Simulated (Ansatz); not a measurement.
A geometry of Nb away from equilibrium: step 2 of the relaxation of a relaxed Nb cell displaced along its unstable phonon at q = (½, 0, 0) of its primitive reciprocal cell (130i cm⁻¹), largest move 0.15 Å. Level of theory: r2SCAN (plane waves to 500 eV, PAW, scalar-relativistic; Ansatz, a first-principles code). Γ-centred k-mesh 6×12×12 on the run's cell (coarser than for final values), Fermi–Dirac smearing 0.05 eV.

```yaml
crystal:
  lattice:
    - [5.32709, 0.00000, 0.00000]
    - [0.00000, 2.71294, 0.00000]
    - [0.00000, 0.00000, 2.72179]
  atoms:
    - { symbol: Nb, position: [0.00000, 0.00000, 0.12725] }
    - { symbol: Nb, position: [0.50000, 0.00000, 0.87275] }
```

Q: What forces act on the atoms (eV/Å)?

A: 
```json
[
 {"atom": "Nb1", "Fx": "0.00", "Fy": "0.00", "Fz": "0.72"},
 {"atom": "Nb2", "Fx": "0.00", "Fy": "0.00", "Fz": "-0.72"}
]
```

Q: What is the pressure?

A: -1.3 GPa, compression positive.

Q: How far above the relaxed end point is this geometry?

A: 0.17 eV/atom; the path ends in P6/mmm (No. 191) (AFLOW prototype A_hP1_191_a (A_f, as in Sn)).

No spin polarisation in the result.

The run could not lose the symmetry of its start: the end is stationary, and may be a saddle point rather than a minimum.

The end of the path is a generated cell of Nb: the first start was made by placing the elements on the sites of a structure type, and the end was not matched to a known phase here, so it may be hypothetical. Known forms of Nb include space group No. 229.
